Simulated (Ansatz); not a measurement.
One crystal and one scan (scan of one atom of the cell) at two levels, PBE (plane waves to 420 eV, PAW, scalar-relativistic; Ansatz, an electronic-structure program) and r2SCAN (plane waves to 500 eV, PAW, scalar-relativistic; Ansatz), each from its own relaxed cell and on its own mesh.

The crystal is ZnO (wurtzite); one O atom of a 4-atom cell moves by s along Cartesian x, with its periodic images.

Energies are smeared free energies. ZnO was relaxed with its symmetry unable to fall.

```json
[
 {"quantity": "Lattice constant a (Å)", "run 1": "3.280", "run 2": "3.235"},
 {"quantity": "Lattice constant c (Å)", "run 1": "5.293", "run 2": "5.211"},
 {"quantity": "Relaxed volume (Å³/atom)", "run 1": "12.33", "run 2": "11.81"},
 {"quantity": "Force constant k = d²E/ds² at s = 0 (finite differences) (eV/Å²)", "run 1": "7.11", "run 2": "8.42"}
]
```

Question: Which run is which level?

Answer: Run 1 is PBE, run 2 is r2SCAN. PBE gives the higher value for: lattice constant a; lattice constant c; relaxed volume. PBE gives the lower value for: force constant k = d²E/ds² at s = 0. Both give the same shape of the curve: a single well with its minimum at or next to zero displacement.

(A displaced cell: forces are minus the slopes of the energy, force constants its curvatures, and phonons follow from these.)
